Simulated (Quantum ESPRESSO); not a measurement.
Band energies of RbCl

```xyz
2
Lattice="3.8861 0.0000 0.0000 0.0000 3.8861 0.0000 0.0000 0.0000 3.8861" Properties=species:S:1:pos:R:3 pbc="T T T"
Cl     1.9430     1.9430     1.9430
Rb     0.0000     0.0000     0.0000
```

PBEsol (Quantum ESPRESSO, PseudoDojo norm-conserving, 58 Ry, no spin-orbit coupling); path ΓXMΓRX,MR; energies in eV from the valence-band maximum.

```
k (1/Å)  point  band 4  band 5  band 6  band 7  band 8  band 9  band 10  band 11
-------  -----  ------  ------  ------  ------  ------  ------  -------  -------
0.00         Γ   -8.34   -8.34   -0.09   -0.09   -0.09    4.94     6.07     6.07
0.23             -8.32   -8.32   -0.46   -0.11   -0.11    5.46     6.24     6.55
0.46             -8.29   -8.29   -1.14   -0.17   -0.17    6.64     6.73     7.66
0.81         X   -8.25   -8.25   -1.65   -0.22   -0.22    7.50     8.23     8.38
1.04             -8.38   -8.24   -1.50   -0.37   -0.18    7.42     8.09     8.38
1.39             -8.75   -8.21   -1.02   -0.77   -0.04    6.39     7.09     9.09
1.62         M   -8.85   -8.20   -0.88   -0.88    0.00    6.09     6.84     8.80
1.82             -8.76   -8.21   -0.95   -0.83   -0.04    6.31     7.04     8.93
2.14             -8.46   -8.25   -1.01   -0.61   -0.13    6.79     7.30     8.65
2.34             -8.34   -8.29   -0.76   -0.39   -0.14    6.26     6.77     7.33
2.66             -8.33   -8.33   -0.16   -0.11   -0.09    5.05     6.12     6.15
2.76         Γ   -8.34   -8.34   -0.09   -0.09   -0.09    4.94     6.07     6.07
2.86             -8.34   -8.33   -0.14   -0.11   -0.11    5.05     6.13     6.13
3.06             -8.39   -8.30   -0.45   -0.23   -0.23    5.75     6.62     6.62
3.36             -8.50   -8.37   -0.74   -0.56   -0.56    7.29     7.91     7.91
3.56             -8.58   -8.52   -0.82   -0.82   -0.75    8.28     8.46     8.66
3.86             -8.67   -8.67   -1.19   -1.19   -1.04    8.41     9.14     9.14
4.06             -8.70   -8.70   -1.32   -1.32   -1.30    9.32     9.54     9.54
4.16         R   -8.70   -8.70   -1.34   -1.34   -1.34    9.66     9.66     9.66
4.26             -8.70   -8.69   -1.32   -1.32   -1.30    9.38     9.45     9.60
4.54             -8.64   -8.59   -1.18   -1.09   -0.85    8.14     8.48     8.92
4.73             -8.54   -8.48   -1.17   -0.83   -0.49    7.75     8.09     8.36
5.02             -8.35   -8.32   -1.44   -0.41   -0.23    7.73     8.01     8.17
5.21             -8.27   -8.26   -1.62   -0.25   -0.22    7.53     8.21     8.35
5.30         X   -8.25   -8.25   -1.65   -0.22   -0.22    7.50     8.23     8.38
5.30         M   -8.85   -8.20   -0.88   -0.88    0.00    6.09     6.84     8.80
5.61             -8.81   -8.36   -1.02   -1.02   -0.48    6.92     7.76     8.86
5.81             -8.75   -8.55   -1.20   -1.20   -0.98    8.18     8.89     9.06
6.11         R   -8.70   -8.70   -1.34   -1.34   -1.34    9.66     9.66     9.66
```

The PBEsol gap is indirect, 4.94 eV, from M to Γ; the smallest direct gap is 5.03 eV.

Geometry relaxed with PBEsol.

This is not the ordinary phase of the substance.
